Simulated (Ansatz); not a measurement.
# Profile along the Nb–Nb line in Nb3Sn (A15, Cr3Si type)

Nb3Sn (A15, Cr3Si type)

```
CELL_PARAMETERS angstrom
      5.30438     0.00000     0.00000
      0.00000     5.30438     0.00000
      0.00000     0.00000     5.30438
ATOMIC_POSITIONS crystal
  Nb 0.25000 0.00000 0.50000
  Nb 0.75000 0.00000 0.50000
  Nb 0.00000 0.50000 0.25000
  Nb 0.00000 0.50000 0.75000
  Nb 0.50000 0.25000 0.00000
  Nb 0.50000 0.75000 0.00000
  Sn 0.00000 0.00000 0.00000
  Sn 0.50000 0.50000 0.50000
```

Fields along a shortest Nb–Nb line of a {100} plane (2.65 Å), from Nb to Nb, interpolated on the slice's grid (step about 0.2 Å). Computed with r2SCAN (plane waves to 500 eV, PAW, scalar-relativistic; Ansatz, a quantum-chemistry and plane-wave program). k mesh 9×9×9. Inside the PAW spheres the values are not all-electron values, and peaks at nuclei hang on which shells count as valence. Nb3Sn is run without spin polarisation. Nb3Sn was relaxed with its symmetry unable to fall.

```json
[
 {"distance from Nb (Å)": "0.00", "valence electron density (e/Å³)": "4.14", "electron localisation function": "x"},
 {"distance from Nb (Å)": "0.27", "valence electron density (e/Å³)": "4.99", "electron localisation function": "x"},
 {"distance from Nb (Å)": "0.53", "valence electron density (e/Å³)": "4.20", "electron localisation function": "0.76"},
 {"distance from Nb (Å)": "0.80", "valence electron density (e/Å³)": "1.78", "electron localisation function": "0.67"},
 {"distance from Nb (Å)": "1.06", "valence electron density (e/Å³)": "0.63", "electron localisation function": "0.36"},
 {"distance from Nb (Å)": "1.32", "valence electron density (e/Å³)": "0.43", "electron localisation function": "0.32"},
 {"distance from Nb (Å)": "1.59", "valence electron density (e/Å³)": "0.63", "electron localisation function": "0.36"},
 {"distance from Nb (Å)": "1.86", "valence electron density (e/Å³)": "1.78", "electron localisation function": "0.67"},
 {"distance from Nb (Å)": "2.12", "valence electron density (e/Å³)": "4.20", "electron localisation function": "0.76"},
 {"distance from Nb (Å)": "2.38", "valence electron density (e/Å³)": "4.99", "electron localisation function": "x"},
 {"distance from Nb (Å)": "2.65", "valence electron density (e/Å³)": "4.14", "electron localisation function": "x"}
]
```

x: too close to a nucleus for the ELF to mean much.

Density on the Nb–Nb line (2.65 Å) at its midpoint: 0.43 e/Å³. ELF at that point: 0.32.
